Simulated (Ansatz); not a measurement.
## Scan of one atom of the cell for AgCl (rock salt)

Starting cell, AgCl (rock salt):

```
AgCl
1.0
    0.00000     5.61150     5.61150
    2.80575     0.00000     2.80575
    2.80575     2.80575     0.00000
Cl Ag
2 2
Direct
  0.00000   0.00000   0.00000
  0.50000   0.00000   0.00000
  0.25000   0.50000   0.50000
  0.75000   0.50000   0.50000
```

In this cell atom 1 (Cl, nearest neighbour Ag at 2.806 Å; its periodic images, 4.0 Å or more away, move with it) is moved by s along Cartesian [110], unit vector (0.707, 0.707, 0.000); all other atoms and the cell stay fixed.

Computed with PBE (plane waves to 420 eV, PAW, scalar-relativistic; Ansatz, a first-principles code). k mesh 4×8×8 (Γ-centred), Fermi-Dirac smearing 0.05 eV. E stands for the smeared free energy. Stress and pressure are positive under compression. F∥ is the force on the atom along that direction. AgCl was relaxed with its symmetry unable to fall. The zero of ΔE is the undisplaced structure.

```json
[
 {"s (Å)": "-0.840", "ΔE (meV/cell)": "442", "P (GPa)": "5.16", "F∥ (eV/Å)": "1.586"},
 {"s (Å)": "-0.672", "ΔE (meV/cell)": "226", "P (GPa)": "3.21", "F∥ (eV/Å)": "1.000"},
 {"s (Å)": "-0.504", "ΔE (meV/cell)": "98", "P (GPa)": "1.76", "F∥ (eV/Å)": "0.547"},
 {"s (Å)": "-0.336", "ΔE (meV/cell)": "33", "P (GPa)": "0.76", "F∥ (eV/Å)": "0.249"},
 {"s (Å)": "-0.168", "ΔE (meV/cell)": "7", "P (GPa)": "0.19", "F∥ (eV/Å)": "0.086"},
 {"s (Å)": "0.000", "ΔE (meV/cell)": "0", "P (GPa)": "0.00", "F∥ (eV/Å)": "0.000"},
 {"s (Å)": "0.168", "ΔE (meV/cell)": "7", "P (GPa)": "0.19", "F∥ (eV/Å)": "-0.086"},
 {"s (Å)": "0.336", "ΔE (meV/cell)": "33", "P (GPa)": "0.76", "F∥ (eV/Å)": "-0.249"},
 {"s (Å)": "0.504", "ΔE (meV/cell)": "98", "P (GPa)": "1.76", "F∥ (eV/Å)": "-0.547"},
 {"s (Å)": "0.672", "ΔE (meV/cell)": "226", "P (GPa)": "3.21", "F∥ (eV/Å)": "-1.000"},
 {"s (Å)": "0.840", "ΔE (meV/cell)": "442", "P (GPa)": "5.16", "F∥ (eV/Å)": "-1.586"}
]
```

What the scan shows:

```
Quantity                                                                                      Result
------------------------------------  --------------------------------------------------------------
Energy at s = 0.840 Å                                                                   442 meV/cell
Force along the line at s = -0.840 Å                                                       1.59 eV/Å
Symmetry of the curve                                                  even: the same for both signs
Shape of the curve                    a single well with its minimum at or next to zero displacement
```

(A displaced cell: forces are minus the slopes of the energy, force constants its curvatures, and phonons follow from these.)
